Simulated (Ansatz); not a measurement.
Relaxed-ion elastic tensor of RbH (rock salt, Fm-3m) in GPa (Voigt order), DFT-LDA in the program Ansatz with PAW potentials; density 2.96 g/cm³, 24.22 Å³ per atom.

```
35.2   4.5   4.5   0.0   0.0   0.0
 4.5  35.2   4.5   0.0   0.0   0.0
 4.5   4.5  35.2   0.0   0.0   0.0
 0.0   0.0   0.0   7.6   0.0   0.0
 0.0   0.0   0.0   0.0   7.6   0.0
 0.0   0.0   0.0   0.0   0.0   7.6
```

Q: Is the crystal mechanically stable?

A: Yes: the smallest eigenvalue of C is 7.6 GPa.

Q: Work out the Voigt, Reuss and Hill averages.

A: K_V = 14.7, K_R = 14.7, K_H = 14.7; G_V = 10.7, G_R = 9.5, G_H = 10.1 GPa.

Q: Give Young's modulus, Poisson's ratio, Pugh's ratio and the universal anisotropy index.

A: E = 9KG/(3K + G) = 24.6 GPa; ν = 0.22; K/G = 1.46 (brittle by the Pugh limit of 1.75); A_U = 5G_V/G_R + K_V/K_R − 6 = 0.62.

Q: Estimate the sound speeds and the Debye temperature.

A: v_l = √((K + 4G/3)/ρ) = 3080 m/s, v_t = √(G/ρ) = 1850 m/s, mean 2040 m/s; Θ = (h/k)(3n/4πV)^(1/3) v_m = 210 K.

Q: Give the Zener ratio and Young's modulus along [100], [110] and [111].

A: A = 2C44/(C11 − C12) = 0.49; 1/E = S11 − 2(S11 − S12 − S44/2)Γ with Γ = 0, 1/4, 1/3 gives 34.2, 21.8, 19.4 GPa.

Q: Solve the Christoffel equation for the three sound speeds along [100], [110], [111].

A: Eigenvalues of C_ijkl n_j n_l equal ρv². In km/s, slowest first: [100] 1.60, 1.60, 3.45; [110] 1.60, 2.28, 3.04; [111] 2.07, 2.07, 2.89.

The first step of the workflow began from a Materials Project structure, measured or hypothetical; the Crystallography Open Database files this formula in space group No. 225, but the cells were not matched. Its standing as an ambient phase is unchecked. The LDA relaxation kept the symmetry of its start; phonons on a q-mesh show no instability.

Potentials: the later of the program's two PAW sets.
